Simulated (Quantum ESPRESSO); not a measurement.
# Moving one atom in Mg8SeS7

Calculated results; nothing here was measured. They come from pw.x of Quantum ESPRESSO 7.5, a plane-wave density functional program, with PseudoDojo standard norm-conserving files (v0.5 for PBE, v0.4.1 for LDA and PBEsol). The cells are made up: elements, strain and atom displacements were drawn at random, and nothing was relaxed. There is no spin polarisation, spin-orbit coupling or dispersion term.

The cell has 16 sites of a zincblende or diamond lattice (two cubes along c). Sites 1 to 8 hold Mg Mg Mg Mg Mg Mg Mg Mg; sites 9 to 16 hold Se S S S S S S S. Cell vectors in Å: (5.641, -0.068, -0.029); (-0.068, 5.688, 0.081); (-0.058, 0.163, 11.367). Settings: PBE, cutoff 1170 eV, 4 x 4 x 2 k mesh shifted by half a step, Fermi-Dirac smearing of 0.025 eV.

Each run shifts the Mg atom on site 6 along z and leaves all else fixed. Site 15 is one of its nearest neighbours. E is the free energy of the cell above the lowest run shown. The last column is band 70 less band 69 at Gamma, from a band step after each run.

```
run,shift (Å),Fz on site 6 (eV/Å),Fz on site 15 (eV/Å),P (GPa),E (meV),level step at Gamma (eV)
1,-0.1486,0.798,-0.045,2.94,39.7,3.045
2,-0.1335,0.696,-0.013,2.94,28.5,3.060
3,-0.1067,0.510,0.048,2.93,12.3,3.084
4,0.0124,-0.308,0.346,2.94,0.0,3.128
6,0.0847,-0.821,0.550,2.99,40.7,3.121
7,0.1021,-0.940,0.602,3.01,56.0,3.117
5,0.0334,?,?,?,?,?
```

A rerun of one of these cells at 1467 eV and k mesh 6 x 6 x 4 moved values by no more than 0.005 eV in the cell's energy, 0.02 GPa in stress and 0.005 eV/Å in force.

## Worked fit

A parabola through the six runs shown gives Fz on site 6 = -0.224 - 6.97 u - 0.6 u² eV/Å, with u in Å and a scatter of 0.003 eV/Å. Minus the slope, 6.97 ± 0.03 eV/Å², is this atom's force constant along z at u = 0, with its periodic images moving too. The fitted force vanishes at u = -0.032 Å, where the energy should be lowest along this line. The error is the larger of the fit's own and the change that a cubic makes, rounded up.

## Withheld run

Question: what Fz on site 6 should run 5 give?

The fit gives -0.457 eV/Å. The calculation gave -0.452 eV/Å.

```
run  shift (Å)  Fz on site 6 (eV/Å)  Fz on site 15 (eV/Å)  P (GPa)  E (meV)  level step at Gamma (eV)
  5     0.0334               -0.452                 0.403     2.95      8.0                     3.128
```